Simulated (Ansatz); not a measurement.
**Pd (Fm-3m), stationary points along a deformation path**

Method: DFT PBEsol, scalar-relativistic, plane waves, PAW (Ansatz 0.2.0). Settings: plane waves to 420 eV, k-mesh 24×24×24 (Γ-centred), Gaussian smearing 0.15 eV. No spin polarisation. Energies are free energies at this smearing, counted from the undisturbed cell; pressure is positive in compression.

Zero of the scan (as given, not relaxed at this level; it stands at -2.1 GPa):

```yaml
crystal:
  lattice:
    - [0.00000, 1.94490, 1.94490]
    - [1.94490, 0.00000, 1.94490]
    - [1.94490, 1.94490, 0.00000]
  atoms:
    - { symbol: Pd, position: [0.00000, 0.00000, 0.00000] }
```

At fixed volume and fractional coordinates, lengths along (0.000, 0.000, 1.000) are scaled against those across it; ρ is that ratio over its starting value. V = 14.714 Å³/atom. Δσ is the stress along the axis less the mean stress across it (compression positive).

| ρ | ΔE (meV/atom) | Δσ (GPa) | space group |
| --- | --- | --- | --- |
| 0.650 | 54.8 | -1.21 | I4/mmm |
| 0.707 | 59.6 | -0.01 | Im-3m |
| 0.780 | 49.0 | 3.34 | I4/mmm |
| 0.850 | 28.2 | 4.18 | I4/mmm |
| 0.920 | 9.7 | 3.25 | I4/mmm |
| 0.960 | 2.7 | 2.01 | I4/mmm |
| 1.000 | 0.0 | 0.00 | Fm-3m |
| 1.050 | 4.8 | -3.38 | I4/mmm |
| 1.100 | 20.0 | -7.50 | I4/mmm |
| 1.200 | 90.1 | -19.79 | I4/mmm |
| 1.300 | 222.4 | -34.49 | I4/mmm |
| 1.414 | 442.8 | -51.56 | I4/mmm |
| 1.500 | 653.8 | -65.57 | I4/mmm |

How does the stress give the slope of the energy, and where is the energy stationary?

Along the path d ln(length) is 2/3 d ln ρ on the axis and −1/3 d ln ρ across it, so dE/d ln ρ = −(2/3) V Δσ: the energy falls with ρ where Δσ is positive. Δσ vanishes or changes sign at ρ = 0.707 (Im-3m), a maximum at 59.6 meV/atom; at ρ = 1.000 (Fm-3m), a minimum at 0.0 meV/atom. Pairs of stationary points between two samples would go unseen, and could change a minimum read from distant neighbours into a maximum. At ρ = 0.707, 1.000 the cell is cubic, where symmetry alone makes the stress isotropic and the slope zero.

Which shear constant sets the curvature at ρ = 1?

For a cubic crystal E/V = (2/3) C (ln ρ)² with C = C′ = (C11 − C12)/2, so Δσ = −2C ln ρ. The parabola of Δσ against ln ρ through ρ = 0.960, 1 and 1.050 gives C ≈ 29 GPa with the ions clamped, rough because the steps are large. It is the stress–strain coefficient at this cell's pressure of -2.1 GPa, not the zero-pressure constant.

Integrate that slope from ρ = 1 to 0.850 by the trapezoid rule.

With V/N in Å³ and 1 eV/Å³ = 160.2 GPa the slopes at ρ = 1.000, 0.960, 0.920, 0.850 are 0, -123, -199, -256 meV/atom per unit of ln ρ. The steps add 2.5 + 6.9 + 18.0 = 27.4 meV/atom, against 28.2 from the energies; the trapezoid rule misses the curvature of the slope within each step.

In a metal these slopes depend on the k mesh and the smearing.